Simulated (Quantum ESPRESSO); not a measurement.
Al2ZnS3Se, input and log of a self-consistent run

Computed values, not a measurement. The program is pw.x of Quantum ESPRESSO 7.5 (plane-wave density functional theory). The cell is made up: 7 atoms on a zincblende/diamond lattice with one site empty, with randomly drawn elements, strain and displacements, not relaxed. PseudoDojo standard norm-conserving files (v0.5 for PBE, v0.4.1 for LDA and PBEsol) set the functional; there is no spin polarisation, spin-orbit coupling or dispersion term, and the masses in the input are unused placeholders.

Input:

```
&control calculation='scf', pseudo_dir='./dojo.nc.sr.pbe.v0_5.standard.upf', outdir='./o', disk_io='low', tprnfor=.true., tstress=.true. /
&system ibrav=0, nat=7, ntyp=4, nbnd=36, ecutwfc=107.82251126, nosym=.true., tot_charge=0,
 occupations='smearing', smearing='fd', degauss=0.0018374661
/
&electrons conv_thr=7.350e-09, electron_maxstep=60, /
ATOMIC_SPECIES
Al 1.0 Al.upf
S 1.0 S.upf
Se 1.0 Se.upf
Zn 1.0 Zn.upf
CELL_PARAMETERS angstrom
5.6547 0.0 0.0
0.0 5.6547 0.0
0.0 0.0 5.6547
ATOMIC_POSITIONS angstrom
Al -0.0206 0.0412 -0.0138
Zn 2.8879 0.011 2.8491
Al 2.7263 2.8277 0.0392
S 1.4548 1.3952 1.3555
S 1.4442 4.2674 4.1762
S 4.2231 1.4566 4.2311
Se 4.2661 4.2369 1.4461
K_POINTS automatic
6 6 6 1 1 1
```

The log is shortened where brackets say so; the opening notice, blank lines, dates and the lines on written files are dropped, and the path of the files is cut. It prints rydbergs, bohrs and kilobars, and counts compression as positive stress. With no partly filled state, the Fermi energy that it prints is only some level between the filled and the empty states on the mesh, and need not lie in the true gap.

```
     Program PWSCF v.7.5
     Parallel version (MPI & OpenMP), running on       4 processor cores
     Number of MPI processes:                 4
     Threads/MPI process:                     1
     [start-up lines left out]
     bravais-lattice index     =            0
     lattice parameter (alat)  =      10.6858  a.u.
     unit-cell volume          =    1220.1840 (a.u.)^3
     number of atoms/cell      =            7
     number of atomic types    =            4
     number of electrons       =        60.00
     number of Kohn-Sham states=           36
     kinetic-energy cutoff     =     107.8225  Ry
     charge density cutoff     =     431.2900  Ry
     scf convergence threshold =      7.3E-09
     mixing beta               =       0.7000
     number of iterations used =            8  plain     mixing
     Exchange-correlation= PBE
                           (   1   4   3   4   0   0   0)
     [axes and pseudopotential details left out]
   Cartesian axes
     site n.     atom                  positions (alat units)
         1        Al     tau(   1) = (  -0.0036430   0.0072860  -0.0024404  )
         2        Zn     tau(   2) = (   0.5107079   0.0019453   0.5038464  )
         3        Al     tau(   3) = (   0.4821299   0.5000619   0.0069323  )
         4        S      tau(   4) = (   0.2572727   0.2467328   0.2397121  )
         5        S      tau(   5) = (   0.2553982   0.7546643   0.7385361  )
         6        S      tau(   6) = (   0.7468301   0.2575910   0.7482448  )
         7        Se     tau(   7) = (   0.7544344   0.7492705   0.2557342  )
     number of k points=   108  Fermi-Dirac smearing, width (Ry)=  0.0018
     Number of k-points >= 100: set verbosity='high' to print them.
     Dense  grid:   184307 G-vectors     FFT dimensions: (  72,  72,  72)
     Estimated max dynamical RAM per process >     575.99 MB
     Estimated total dynamical RAM >       2.12 GB
     Initial potential from superposition of free atoms
     starting charge      59.9948, renormalised to      60.0000
     Starting wfcs are   39 randomized atomic wfcs
     total cpu time spent up to now is       16.5 secs
     per-process dynamical memory:   491.0 Mb
     Self-consistent Calculation
     iteration #  1     ecut=   107.82 Ry     beta= 0.70
     Davidson diagonalization with overlap
     ethr =  1.00E-02,  avg # of iterations =  3.9
     Threshold (ethr) on eigenvalues was too large:
     Diagonalizing with lowered threshold
     Davidson diagonalization with overlap
     ethr =  6.53E-04,  avg # of iterations =  1.4
     total cpu time spent up to now is       91.9 secs
     total energy              =    -736.13673167 Ry
     estimated scf accuracy    <       0.37954487 Ry
     iteration #  2     ecut=   107.82 Ry     beta= 0.70
     Davidson diagonalization with overlap
     ethr =  6.33E-04,  avg # of iterations =  2.6
     total cpu time spent up to now is      130.0 secs
     total energy              =    -736.23195131 Ry
     estimated scf accuracy    <       0.19003226 Ry
     iteration #  3     ecut=   107.82 Ry     beta= 0.70
     Davidson diagonalization with overlap
     ethr =  3.17E-04,  avg # of iterations =  2.0
     total cpu time spent up to now is      167.9 secs
     total energy              =    -736.27191000 Ry
     estimated scf accuracy    <       0.00484952 Ry
     iteration #  4     ecut=   107.82 Ry     beta= 0.70
     Davidson diagonalization with overlap
     ethr =  8.08E-06,  avg # of iterations = 10.8
     total cpu time spent up to now is      227.3 secs
     total energy              =    -736.27303132 Ry
     estimated scf accuracy    <       0.00156555 Ry
     iteration #  5     ecut=   107.82 Ry     beta= 0.70
     Davidson diagonalization with overlap
     ethr =  2.61E-06,  avg # of iterations =  2.7
     total cpu time spent up to now is      263.7 secs
     total energy              =    -736.27334632 Ry
     estimated scf accuracy    <       0.00012780 Ry
     iteration #  6     ecut=   107.82 Ry     beta= 0.70
     Davidson diagonalization with overlap
     ethr =  2.13E-07,  avg # of iterations =  2.0
     total cpu time spent up to now is      301.5 secs
     total energy              =    -736.27336867 Ry
     estimated scf accuracy    <       0.00000702 Ry
     iteration #  7     ecut=   107.82 Ry     beta= 0.70
     Davidson diagonalization with overlap
     ethr =  1.17E-08,  avg # of iterations =  3.0
     total cpu time spent up to now is      335.1 secs
     total energy              =    -736.27337114 Ry
     estimated scf accuracy    <       0.00000062 Ry
     iteration #  8     ecut=   107.82 Ry     beta= 0.70
     Davidson diagonalization with overlap
     ethr =  1.04E-09,  avg # of iterations =  3.0
     total cpu time spent up to now is      367.5 secs
     total energy              =    -736.27337130 Ry
     estimated scf accuracy    <       0.00000022 Ry
     iteration #  9     ecut=   107.82 Ry     beta= 0.70
     Davidson diagonalization with overlap
     ethr =  3.69E-10,  avg # of iterations =  2.0
     total cpu time spent up to now is      396.3 secs
     total energy              =    -736.27337135 Ry
     estimated scf accuracy    <          7.7E-09 Ry
     iteration # 10     ecut=   107.82 Ry     beta= 0.70
     Davidson diagonalization with overlap
     ethr =  1.29E-11,  avg # of iterations =  3.1
     total cpu time spent up to now is      431.6 secs
     End of self-consistent calculation
     Number of k-points >= 100: set verbosity='high' to print the bands.
     the Fermi energy is     4.6492 ev
!    total energy              =    -736.27337135 Ry
     estimated scf accuracy    <          2.2E-09 Ry
     smearing contrib. (-TS)   =      -0.00000000 Ry
     internal energy E=F+TS    =    -736.27337135 Ry
     The total energy is F=E-TS. E is the sum of the following terms:
     one-electron contribution =    -666.29496566 Ry
     hartree contribution      =     343.21085129 Ry
     xc contribution           =    -116.19349370 Ry
     ewald contribution        =    -296.99576328 Ry
     convergence has been achieved in  10 iterations
     Forces acting on atoms (cartesian axes, Ry/au):
     atom    1 type  1   force =     0.01405117    0.00876021   -0.02539248
     atom    2 type  4   force =    -0.01080135    0.01165698    0.01219079
     atom    3 type  1   force =     0.00880591   -0.00116415   -0.03335815
     atom    4 type  2   force =    -0.01381439   -0.00208819   -0.01656225
     atom    5 type  2   force =    -0.01175534   -0.00011963    0.04439679
     atom    6 type  2   force =     0.00139529    0.00051371    0.03498928
     atom    7 type  3   force =     0.01211871   -0.01755894   -0.01626398
     Total force =     0.083885     Total SCF correction =     0.000131
     Computing stress (Cartesian axis) and pressure
          total   stress  (Ry/bohr**3)                   (kbar)     P=      -67.90
  -0.00047813   0.00005879  -0.00005009          -70.34        8.65       -7.37
   0.00005879  -0.00048158   0.00002097            8.65      -70.84        3.09
  -0.00005009   0.00002097  -0.00042509           -7.37        3.09      -62.53
     init_run     :     15.02s CPU     15.95s WALL (       1 calls)
     electrons    :    409.86s CPU    415.12s WALL (       1 calls)
     forces       :      6.04s CPU      6.17s WALL (       1 calls)
     stress       :     18.14s CPU     19.05s WALL (       1 calls)
     [timing details left out]
     PWSCF        :   7m29.78s CPU   7m37.27s WALL
     JOB DONE.
```

In other units: free energy -10017.510 eV for the cell, pressure -6.79 GPa, largest force component 1.141 eV/Å. This run is the check on a run of the same cell at 1170 eV and a 4 x 4 x 4 mesh: rerunning at 1467 eV and a 6 x 6 x 6 mesh moved values by no more than 0.002 eV in energy, 0.02 GPa in stress and 0.002 eV/Å in force.